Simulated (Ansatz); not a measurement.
Ti$_{3}$Sb (A15 (Cr3Si type), Pm-3n) at seven volumes, DFT-PBEsol in the program Ansatz with PAW potentials, scaled uniformly. One row is withheld.

| V (Å³/atom) | P (GPa) |
|---|---|
| 15.540 | 14.97 |
| 16.052 | 9.19 |
| 16.565 | ? |
| 17.077 | 0.00 |
| 17.589 | -3.62 |
| 18.101 | -6.71 |
| 18.614 | -9.34 |

**Question.** Fit the shown pressures and predict the withheld one.

**Answer.** P = (3/2)B₀(x^(7/2) − x^(5/2))[1 + (3/4)(B′ − 4)(x − 1)] with x = (V₀/V)^(2/3). Least squares on the six rows gives V₀ = 17.077 Å³/atom, B₀ = 130 GPa, B′ = 4.22. At V = 16.565, x = 1.0205 and P = 4.22 GPa. The run itself gave 4.24 GPa.

The workflow started from an entry of the Crystallography Open Database (COD). Whether it is the stable phase at ambient conditions was not checked. The PBEsol relaxation kept the symmetry of its start; whether a distortion lowers the energy is not shown. The run is not spin-polarised. Spin–orbit coupling is left out wherever it is not named.

Potentials: the later of the program's two PAW sets.
